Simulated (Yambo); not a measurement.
A G0W0@PBEsol run in Yambo for N (space group P4_2/mnm, No. 136) (4×4×2 Γ-centred k mesh, 158 bands and a 8 Ry block in the screening, 158 bands in G with the Bruneval-Gonze terminator, plasmon pole fitted at 27.2 eV) gives these matrix elements, in eV, at the band edges (A → Γ):

```
state               E0    <Vxc>     <Σx>  <Σc(E0)>      Z
---------------  -----  -------  -------  --------  -----
valence edge     0.000  -17.402  -23.836     2.787  0.840
conduction edge  6.852  -13.739   -7.989    -1.968  0.870
```

**Question.** Solve the linearised quasiparticle equation for both states, give the gap, and say how exchange and correlation each act on it.

**Answer.** E = E0 + Z(Σx + Σc − Vxc). Valence: 0.000 + 0.840 × (-23.836 + (2.787) − (-17.402)) = -3.06 eV. Conduction: 6.852 + 0.870 × (-7.989 + (-1.968) − (-13.739)) = 10.14 eV. The gap is 13.20 eV, against 6.85 eV in PBEsol. Replacing Vxc by bare exchange alone would open it by 12.18 eV; correlation takes back 4.76 eV of that, and Z scales what is left. Nearest settings tried, and what they do to the gap: 97 bands in G: +9 meV; 69 bands in W: +39 meV; 7 Ry block (213 vectors against 245): -4 meV; 2×2×2 mesh: -40 meV. So the settings aren't converged at that level. 

Geometry of the Materials Project entry, not relaxed at this level; primitive cell a = b = 4.084 Å, c = 5.346 Å, α = β = γ = 90.00°.

The structure is a Materials Project entry; no match was found in the copy of COD used, and its stability was not checked.

The distance between layers or molecules is the database entry's, not relaxed here. Functionals without dispersion can leave it too large, which widens gaps and weakens the response across layers: the numbers belong to this cell.
